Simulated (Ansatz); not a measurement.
**BaH4O3: 17O NMR of the central transition**

Cell: a computed structure from the Materials Project (it need not be an observed phase), atoms as given.

Space group P2_1/m (No. 11); a = 6.2650, b = 4.1905, c = 7.0925 Å, β = 114.06°.

```csv
site,Wyckoff,site symmetry,x,y,z
Ba,2e,m,0.3640,0.2500,0.7114
H3,2e,m,0.1195,0.7500,0.8835
H5,2e,m,0.7512,0.7500,0.8696
H7,4f,1,0.1727,0.5590,0.3204
O11,2e,m,0.1176,0.7500,0.3753
O13,2e,m,0.2852,0.7500,0.9166
O15,2e,m,0.7021,0.7500,0.7211
```

One atom of each set is listed.

All values are calculated (Ansatz; DFT, PBE, plane waves and PAW, scalar-relativistic, 420 eV cutoff, Γ-centred 4×6×4 k-points, Fermi–Dirac smearing 0.02 eV), not measured.

17O has I = 5/2 and Q = -25.58 mb (Pyykkö 2018); at 9.4 T its Larmor frequency is ν₀ = 54.3 MHz. Only the quadrupole interaction is simulated: positions count from each site's isotropic chemical shift, and J coupling is left out, as are shift anisotropy and dipolar coupling, which fast spinning averages.

Task: Simulate the second-order pattern (fast magic-angle spinning, Gaussian broadening 0.7 kHz) of site O13 (1 H at 0.97 Å; also 3 Ba at 2.66–2.71 Å).

Result: The calculation gives C_Q = -7.89 MHz and η = 0.03, so ν_Q = 1.18 MHz and the centre of gravity lies at -127 ppm (-6.89 kHz).

| offset (kHz) | height |
| --- | --- |
| -17.98 | 0 |
| -17.55 | 1 |
| -17.13 | 3 |
| -16.70 | 5 |
| -16.27 | 5 |
| -15.85 | 5 |
| -15.42 | 5 |
| -14.99 | 6 |
| -14.57 | 6 |
| -14.14 | 6 |
| -13.71 | 6 |
| -13.29 | 6 |
| -12.86 | 6 |
| -12.43 | 6 |
| -12.01 | 7 |
| -11.58 | 8 |
| -11.15 | 28 |
| -10.73 | 72 |
| -10.30 | 76 |
| -9.87 | 57 |
| -9.45 | 47 |
| -9.02 | 43 |
| -8.59 | 40 |
| -8.17 | 39 |
| -7.74 | 38 |
| -7.31 | 37 |
| -6.89 | 37 |
| -6.46 | 38 |
| -6.03 | 38 |
| -5.61 | 40 |
| -5.18 | 41 |
| -4.75 | 44 |
| -4.33 | 47 |
| -3.90 | 53 |
| -3.47 | 64 |
| -3.05 | 88 |
| -2.62 | 100 |
| -2.19 | 46 |
| -1.77 | 6 |
| -1.34 | 0 |

At O13 V_zz points along its bond to H (within 2°).

The largest force is 0.4 eV/Å, so the atoms aren't at the calculated equilibrium and relaxing them would move these values.

The run took 41 s of wall time (41 s of CPU time) and 0.64 GiB at its peak, on 1 thread of Intel Xeon Platinum 8375C CPU @ 2.90GHz (Ice Lake) (x86_64; 16 cores open to the job, memory cap 2.5 GiB, no GPU), a shared host with a load of 0.9 a core.
